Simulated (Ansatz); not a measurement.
HfC (rock salt), relaxed and computed with several functionals in Ansatz (plane waves, PAW). Much of their spread follows the volume that each gives.

```csv
functional,V (Å³/atom),"highest Γ mode, no LO–TO term (cm⁻¹)"
r²SCAN,12.49,?
LDA,11.95,464
PBEsol,12.22,455
PBE,12.58,430
```

Question: Fit a straight line to ln ω against ln V and predict the withheld value.

Answer: Least squares on the 3 shown rows: ln ω = -1.50 × ln V + (9.866), with a scatter of 1 %. For r²SCAN this gives 436. The run itself gave 422, outside the scatter: the line misses something about this case.

All cells were relaxed under the symmetry of their starts (and spin orders); stability against distortions was not tested throughout. Rows with no word on spin ran without spin polarisation. Scalar-relativistic: spin–orbit coupling is off unless named, which matters more the heavier the elements.

Potentials: the later of the program's two PAW sets.

Ansatz (an electronic-structure program) is a plane-wave DFT program.
